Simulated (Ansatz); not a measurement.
# Cs3Tl2Cl9: Coordination and ³⁵Cl quadrupole coupling

Cell: a Materials Project structure (computed, not necessarily an observed phase).

Space group R-3c:H (No. 167); a = 12.9335, c = 18.5381 Å, γ = 120.00°.

```csv
site,Wyckoff,site symmetry,x,y,z
Cs,18e,.2,0.6712,0.6667,0.4167
Tl,12c,3.,0.0000,0.0000,0.6492
Cl11,18e,.2,0.8439,0.0000,0.7500
Cl17,36f,1,0.8270,0.8250,0.5890
```

One atom of each set is listed; the run and its k-mesh use a cell of 28 atoms with edges of 9.69, 9.69, 9.69 Å.

Computed with Ansatz: DFT, PBE, plane waves and PAW, scalar-relativistic, 420 eV cutoff, Γ-centred 3×3×3 k-points, Fermi–Dirac smearing 0.02 eV.

Q(³⁵Cl) = -81.12 mb.

(1) Order the Cl environments from the weakest to the strongest quadrupole coupling.
A. Cl17: 1 Tl at 2.51 Å
B. Cl11: 2 Tl at 2.75 Å, angle 86°

Answers

(1) B (19.9 MHz, η = 0.15), A (35.7 MHz, η = 0.08).

At Cl11 V_zz stands upright on the plane of its two bonds (within 1°). At Cl17 V_zz points along its bond to Tl (within 1°). Like point charges on the first shell alone (each adding as 1/d³) would give the same order.

Without spin–orbit coupling the gradients at and beside Tl can be off by some per cent, at some sites by more.
